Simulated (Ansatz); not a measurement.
Input file for Ansatz (a program for electronic structure):

Ansatz 0.2 input:
```yaml
crystal:
  lattice:
    - [10.5414889893, 0.0, 0.0]
    - [0.0, 3.7058268686, 0.0]
    - [0.0, 0.0, 3.7058405697]
  atoms:
    - { symbol: La, position: [0.1268278594, 0.25, 0.2499725123] }
    - { symbol: La, position: [0.3731721406, 0.75, 0.7499725123] }
    - { symbol: La, position: [0.8731721406, 0.75, 0.7500274877] }
    - { symbol: La, position: [0.6268278594, 0.25, 0.2500274877] }
    - { symbol: N, position: [0.8674390414, 0.25, 0.249824592] }
    - { symbol: N, position: [0.6325609586, 0.75, 0.749824592] }
    - { symbol: N, position: [0.1325609586, 0.75, 0.750175408] }
    - { symbol: N, position: [0.3674390414, 0.25, 0.250175408] }
kpoints:
  mp_grid: { grid: [6, 16, 16] }
hamiltonian:
  xc: pbesol
  pseudopotentials: { kind: paw }
scf:
  occupations: { method: fermi_dirac, width: 0.1 }
elastic: { mode: relaxed_ion, stencil: two_point, amplitude: 0.005, f_tol: 0.0005 }
```

Output (shortened):

```
Pseudopotential: La, paw, valence charge 11
Pseudopotential: N, paw, valence charge 5
Functional definition: PBEsol
Crystal: 8 atoms, lattice volume = 144.768 Å³
Basis set: ecut = 420 eV, 2843 PW (Γ), exchange–correlation on 144×50×50 points (8 copies of the dense FFT grid, shifted against one another)
Bands: 40, of which v1, the nominal top of the filled ones, is band 32 counted from 1 (31 counted from 0)
Symmetry: 8 space group operations
Space group: Pnma (ITA 62), of the structure as read, at distance tolerance 5.3e-5 Å
k-points: 324 of 1536
SCF 1 converged in 11 iterations: F = -26169.934368 eV  dr2 = 3.70e-14
relax step   1: F+E_penalty+E_count = -26169.93436843 eV  Δ(F+E_penalty+E_count) = +0.000e0 eV  max|allowed force component| = 1.431e-2 eV/Å  Δτ_max = 0.0000 Å  (11 SCF iters, accepted)
Crystal: 8 atoms, lattice volume = 144.768 Å³
SCF 2 converged in 11 iterations: F = -26169.933193 eV  dr2 = 3.53e-14
relax step   2: F+E_penalty+E_count = -26169.93319349 eV  Δ(F+E_penalty+E_count) = +1.175e-3 eV  max|allowed force component| = 1.100e-1 eV/Å  Δτ_max = 0.0080 Å  (11 SCF iters, rejected (line search))
Crystal: 8 atoms, lattice volume = 144.768 Å³
SCF 3 converged in 10 iterations: F = -26169.934554 eV  dr2 = 2.86e-14
relax step   3: F+E_penalty+E_count = -26169.93455401 eV  Δ(F+E_penalty+E_count) = -1.856e-4 eV  max|allowed force component| = 8.992e-3 eV/Å  Δτ_max = 0.0038 Å  (10 SCF iters, accepted)
Crystal: 8 atoms, lattice volume = 144.768 Å³
SCF 4 converged in 10 iterations: F = -26169.934736 eV  dr2 = 1.43e-14
relax step   4: F+E_penalty+E_count = -26169.93473649 eV  Δ(F+E_penalty+E_count) = -1.825e-4 eV  max|allowed force component| = 1.809e-3 eV/Å  Δτ_max = 0.0081 Å  (10 SCF iters, accepted)
Crystal: 8 atoms, lattice volume = 144.768 Å³
SCF 5 converged in 9 iterations: F = -26169.934742 eV  dr2 = 2.61e-14
relax step   5: F+E_penalty+E_count = -26169.93474205 eV  Δ(F+E_penalty+E_count) = -5.569e-6 eV  max|allowed force component| = 2.795e-4 eV/Å  Δτ_max = 0.0017 Å  (9 SCF iters, accepted)
Crystal: 8 atoms, lattice volume = 144.768 Å³
SCF 6 converged in 10 iterations: F = -26169.934742 eV  dr2 = 5.35e-16
Crystal: 8 atoms, lattice volume = 144.045 Å³
SCF 7 converged in 11 iterations: F = -26169.933289 eV  dr2 = 2.25e-14
relax step   1: F+E_penalty+E_count = -26169.93328881 eV  Δ(F+E_penalty+E_count) = +0.000e0 eV  max|allowed force component| = 2.104e-2 eV/Å  Δτ_max = 0.0000 Å  (11 SCF iters, accepted)
Crystal: 8 atoms, lattice volume = 144.045 Å³
SCF 8 converged in 10 iterations: F = -26169.933681 eV  dr2 = 5.93e-14
relax step   2: F+E_penalty+E_count = -26169.93368098 eV  Δ(F+E_penalty+E_count) = -3.922e-4 eV  max|allowed force component| = 1.230e-2 eV/Å  Δτ_max = 0.0151 Å  (10 SCF iters, accepted)
Crystal: 8 atoms, lattice volume = 144.045 Å³
SCF 9 converged in 9 iterations: F = -26169.933700 eV  dr2 = 1.05e-14
relax step   3: F+E_penalty+E_count = -26169.93369999 eV  Δ(F+E_penalty+E_count) = -1.901e-5 eV  max|allowed force component| = 2.951e-4 eV/Å  Δτ_max = 0.0007 Å  (9 SCF iters, accepted)
Crystal: 8 atoms, lattice volume = 144.045 Å³
SCF 10 converged in 10 iterations: F = -26169.933700 eV  dr2 = 1.08e-16
Crystal: 8 atoms, lattice volume = 145.492 Å³
Basis set: ecut = 420 eV, 2859 PW (Γ), exchange–correlation on 144×50×50 points (8 copies of the dense FFT grid, shifted against one another)
SCF 11 converged in 11 iterations: F = -26169.931235 eV  dr2 = 2.38e-14
[...]
Crystal: 8 atoms, lattice volume = 144.768 Å³
SCF 96 converged in 11 iterations: F = -26169.934241 eV  dr2 = 2.85e-14
relax step   6: F+E_penalty+E_count = -26169.93424068 eV  Δ(F+E_penalty+E_count) = -2.561e-4 eV  max|allowed force component| = 2.290e-2 eV/Å  Δτ_max = 0.0362 Å  (11 SCF iters, accepted)
Crystal: 8 atoms, lattice volume = 144.768 Å³
SCF 97 converged in 11 iterations: F = -26169.934322 eV  dr2 = 2.61e-14
relax step   7: F+E_penalty+E_count = -26169.93432151 eV  Δ(F+E_penalty+E_count) = -8.082e-5 eV  max|allowed force component| = 2.165e-2 eV/Å  Δτ_max = 0.0382 Å  (11 SCF iters, accepted)
Crystal: 8 atoms, lattice volume = 144.768 Å³
SCF 98 converged in 10 iterations: F = -26169.934570 eV  dr2 = 4.68e-14
relax step   8: F+E_penalty+E_count = -26169.93456964 eV  Δ(F+E_penalty+E_count) = -2.481e-4 eV  max|allowed force component| = 2.006e-3 eV/Å  Δτ_max = 0.0092 Å  (10 SCF iters, accepted)
Crystal: 8 atoms, lattice volume = 144.768 Å³
SCF 99 converged in 10 iterations: F = -26169.934580 eV  dr2 = 1.27e-14
relax step   9: F+E_penalty+E_count = -26169.93458018 eV  Δ(F+E_penalty+E_count) = -1.053e-5 eV  max|allowed force component| = 2.458e-4 eV/Å  Δτ_max = 0.0035 Å  (10 SCF iters, accepted)
Crystal: 8 atoms, lattice volume = 144.768 Å³
SCF 100 converged in 10 iterations: F = -26169.934580 eV  dr2 = 2.25e-16
WARN: C11 and the rest of its column (C11 to C61, from strain 11), C55 and the rest of its column (C15 to C65, from strain 13), C66 and the rest of its column …
SCF converged after 10 iterations
Stability not checked: this state was not tested for a lower state beside it, because too few of the mixer's solves of this state at the end of the SCF gave a …
Free energy (F): -26169.934742 eV
Harris-Foulkes:  -26169.934742 eV  (|F-HF|=7.28e-12)
Internal energy: -26169.903311 eV  (E = F + TS)
E sigma→0 (E₀):  -26169.919027 eV
Entropy (-TS):   -0.031431 eV (-3.929 meV/atom)
Fermi energy:    12.052237 eV
--- Per-component energies (eV) ---
  E_band       = 37.589713
  E_kinetic    = 1285.195563
  E_local      = -1622.177621  (includes V_loc(G=0)·N_el)
  E_nonlocal   = 573.725018
  E_hartree    = 516.882980
  E_xc         = -794.395968
  E_vxc        = -896.651363  (∫ρ·V_xc dr)
  E_paw        = -21804.223296  (= ΣΔE_a)
  E_vpaw       = -336.268194  (= ΣTr[D̂ρ^β])
  E_aug_tail   = 0.000349  (compensation charges beyond the density's cutoff)
  E_ewald      = -4325.700769
  E_core_change = 0.790433  (= ΣΔE_core)
  E_smearing   = -0.031431  (= −TS)
  E_closure    = 0.000000  (closes the sum)
  Σ components = -26169.934742   (vs F -26169.934742, Δ=0.00e0)
--- Forces (eV/Å), atoms counted from 1 ---
  atom   1  La    -0.00027953     0.00000000    -0.00011817
  atom   2  La     0.00027953     0.00000000    -0.00011817
  atom   3  La     0.00027953     0.00000000     0.00011817
  atom   4  La    -0.00027953     0.00000000     0.00011817
  atom   5  N     -0.00000227     0.00000000     0.00020519
  atom   6  N      0.00000227     0.00000000     0.00020519
  atom   7  N      0.00000227     0.00000000    -0.00020519
  atom   8  N     -0.00000227     0.00000000    -0.00020519
  max |Σ_I F_I| component: 4.34e-19 eV/Å
--- Stress (GPa, compression-positive) ---
       -0.233019       0.000000       0.000000
        0.000000      -0.029503       0.000000
        0.000000       0.000000      -0.030024
  P = ⅓ Tr σ = -0.0975 GPa (-0.975 kbar)
--- Band table (eV; the first three rows and the last of 324) ---
  k-point 0: bands = ["-19.1741", "-19.0178", "-18.9917", "-18.8315", "-3.7637", "-3.4701", "-3.3591", "-2.7650", "-2.7649", "-2.4861", "-2.4861", "-2.4400", "-2.4399", "-2.1617", "-2.1419", "-2.1419", "-0.1589", "0.0508", "0.8205", "0.9478", "9.8368", …
  k-point 1: bands = ["-19.1676", "-19.0139", "-18.9884", "-18.8313", "-3.7476", "-3.5209", "-3.4224", "-2.8480", "-2.7534", "-2.4790", "-2.4733", "-2.4384", "-2.4336", "-2.2539", "-2.1718", "-2.1410", "-0.0742", "0.1578", "0.8752", "1.0005", "9.8105", …
  k-point 2: bands = ["-19.1486", "-19.0030", "-18.9788", "-18.8309", "-3.7004", "-3.6617", "-3.5899", "-3.0581", "-2.7196", "-2.5292", "-2.4584", "-2.4425", "-2.4308", "-2.4155", "-2.2056", "-2.1394", "0.1458", "0.4185", "1.0250", "1.1443", "9.7287", …
  k-point 323: bands = ["-18.8252", "-18.8252", "-18.8252", "-18.8252", "-3.6205", "-3.6205", "-3.6205", "-3.6205", "-3.0574", "-3.0574", "-3.0574", "-3.0574", "-2.9425", "-2.9425", "-2.9425", "-2.9425", "0.3542", "0.3542", "0.3542", "0.3542", "10.8127", …
--- Elastic constants: 6 strain directions × 2 members + reference (group order 8) ---
  dense FFT box of the reference and of every strained cell: 72×25×25
  strains applied: 11, 22, 33, 23, 13, 12; error gains …
  reference relaxed by the batch: 5 steps …
  largest displacement 1.4e-2 Å; the constants are those of the deck's cell at these positions:
  atoms:
    - { symbol: La, position: [0.12650863444860738, 0.25, 0.24998607196024875] }
    - { symbol: La, position: [0.3734913655513926, 0.7500000000000001, 0.7499860719602488] }
    - { symbol: La, position: [0.8734913655513927, 0.7500000000000001, 0.7500139280397514] }
    - { symbol: La, position: [0.6265086344486073, 0.25, 0.2500139280397513] }
    - { symbol: N, position: [0.8687268369203172, 0.25, 0.24986397426174922] }
    - { symbol: N, position: [0.631273163079683, 0.7500000000000001, 0.7498639742617492] }
    - { symbol: N, position: [0.1312731630796831, 0.7500000000000001, 0.7501360257382509] }
    - { symbol: N, position: [0.36872683692031694, 0.25, 0.25013602573825083] }
  C = ∂σ_k/∂η_j (tension-positive GPa; Voigt order 11 22 33 23 13 12):
       181.837     93.641     93.634      0.000      0.000      0.000
        94.781    213.937     74.307      0.000      0.000      0.000
        94.782     74.303    213.942      0.000      0.000      0.000
         0.000      0.000      0.000     68.141      0.000      0.000
         0.000      0.000      0.000      0.000     31.876      0.000
         0.000      0.000      0.000      0.000      0.000     31.121
  reference stress σ⁰ (GPa):      0.233      0.030      0.030      0.000      0.000      0.000
  moduli (Voigt/Reuss/Hill, GPa): K = 126.13/126.01/126.07   G = 49.36/43.73/46.55   E = 124.34   ν = 0.336
  mechanically stable: yes (min eigenvalue of sym C = 31.12 GPa)
  harmonic check of the ions' relaxations: strain 11: 1 of 1 pair far from harmonic (see the warning); strain 13 …
  the stresses are not corrected for the forces that the relaxations left standing (`elastic.f_tol`)
  strain η (Voigt 11):  stress-route row diagonal C_11 = 181.84 GPa, energy-path curvature d²(F+E_count+ΔE)/dδ²/Ω₀ = 181.67 GPa
         δ    σ_11 (GPa)             F (eV)   n_scf  n_hpsi   n_pw
    -5.000e-3      -0.7099      -26169.9337000      10  252706   2848   relax 3 steps, max|allowed force component| 2.95e-4 eV/Å
     5.000e-3       1.1085      -26169.9316692      10  260395   2888   relax 5 steps, max|allowed force component| 1.45e-4 eV/Å
  strain η (Voigt 22):  stress-route row diagonal C_22 = 213.94 GPa, energy-path curvature d²(F+E_count+ΔE)/dδ²/Ω₀ = 213.53 GPa
         δ    σ_22 (GPa)             F (eV)   n_scf  n_hpsi   n_pw
    -5.000e-3      -1.0486      -26169.9324448      10  257967   2856   relax 5 steps, max|allowed force component| 4.09e-4 eV/Å
     5.000e-3       1.0908      -26169.9321972      10  252527   2868   relax 5 steps, max|allowed force component| 3.47e-4 eV/Å
  strain η (Voigt 33):  stress-route row diagonal C_33 = 213.94 GPa, energy-path curvature d²(F+E_count+ΔE)/dδ²/Ω₀ = 213.53 GPa
         δ    σ_33 (GPa)             F (eV)   n_scf  n_hpsi   n_pw
    -5.000e-3      -1.0481      -26169.9324472      10  257988   2856   relax 5 steps, max|allowed force component| 4.14e-4 eV/Å
     5.000e-3       1.0913      -26169.9321945      10  252509   2868   relax 5 steps, max|allowed force component| 3.47e-4 eV/Å
  strain η (Voigt 23):  stress-route row diagonal C_44 = 68.14 GPa, energy-path curvature d²(F+E_count+ΔE)/dδ²/Ω₀ = 68.17 GPa
         δ    σ_23 (GPa)             F (eV)   n_scf  n_hpsi   n_pw
    -5.000e-3      -0.3407      -26169.9339594      10  410227   2860   relax 1 steps, max|allowed force component| 4.58e-4 eV/Å
     5.000e-3       0.3407      -26169.9339594      10  409906   2860   relax 1 steps, max|allowed force component| 4.58e-4 eV/Å
  strain η (Voigt 13):  stress-route row diagonal C_55 = 31.88 GPa, energy-path curvature d²(F+E_count+ΔE)/dδ²/Ω₀ = 11.57 GPa
         δ    σ_13 (GPa)             F (eV)   n_scf  n_hpsi   n_pw
    -5.000e-3      -0.1594      -26169.9345804      10  360204   2864   relax 17 steps, max|allowed force component| 2.15e-4 eV/Å
     5.000e-3       0.1594      -26169.9345804      10  358094   2864   relax 17 steps, max|allowed force component| 2.17e-4 eV/Å
  strain η (Voigt 12):  stress-route row diagonal C_66 = 31.12 GPa, energy-path curvature d²(F+E_count+ΔE)/dδ²/Ω₀ = 11.62 GPa
         δ    σ_12 (GPa)             F (eV)   n_scf  n_hpsi   n_pw
    -5.000e-3      -0.1556      -26169.9345802      10  362068   2864   relax 9 steps, max|allowed force component| 2.45e-4 eV/Å
     5.000e-3       0.1556      -26169.9345802      10  359278   2864   relax 9 steps, max|allowed force component| 2.46e-4 eV/Å
```

Cost: about 2.8 core-hours (a rough figure) on shared cores.

Space group P4/nmm. The start of the workflow was typed in or built on a structure type; the Crystallography Open Database copy checked does not list it. COD files the formula under space group No. 225, so this cell is another polymorph or a model. Its standing as an ambient phase is unchecked. Symmetry was held in the PBEsol relaxation; whether a distortion lowers the energy is not shown. Point labels and valley counts follow the cell and symmetry of the run, lower than the named group. Spin–orbit coupling is left out wherever it is not named.

Potentials: the later of the program's two PAW sets.

Ansatz is a plane-wave DFT program.
